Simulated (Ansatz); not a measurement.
BaTiO$_{3}$:
```xyz
5
Lattice="4.0195 0.0000 0.0000 0.0000 4.0195 0.0000 0.0000 0.0000 4.0195" Properties=species:S:1:pos:R:3 pbc="T T T"
Ba     2.0097     2.0097     2.0097
Ti     0.0000     0.0000     0.0000
O      2.0097     0.0000     0.0000
O      0.0000     2.0097     0.0000
O      0.0000     0.0000     2.0097
```

Relaxed with PBE. Special points in fractions of this cell's reciprocal vectors: Γ (0.000, 0.000, 0.000); X (0.000, 0.500, 0.000); M (0.500, 0.500, 0.000); R (0.500, 0.500, 0.500).

Problem. List the band energies nearest the valence-band maximum at these points for PBE with spin–orbit coupling (plane waves, PAW; program Ansatz).

Solution. In eV from the valence-band maximum; about four levels below and three above (degenerate sets whole), none deeper than 8.9 eV; points with the same levels are listed once.

```tsv
k	below	above
Γ	-0.07 -0.07 -0.07 -0.07	1.77 1.77 1.77 1.77
X	-0.69 -0.69 -0.66 -0.66	1.90 1.90 3.45 3.45
M	-0.77 -0.77 -0.05 -0.05	3.47 3.47 3.49 3.49
R	0.00 0.00 0.00 0.00	4.12 4.12 4.12 4.12
```

Space group Pm-3m (cubic perovskite). This is a known high-temperature phase of the composition, computed here at zero pressure and temperature. Symmetry was held in the PBE relaxation; its stability against distortions is not shown here. The run is not spin-polarised.

Potentials: the earlier of the program's two PAW sets.
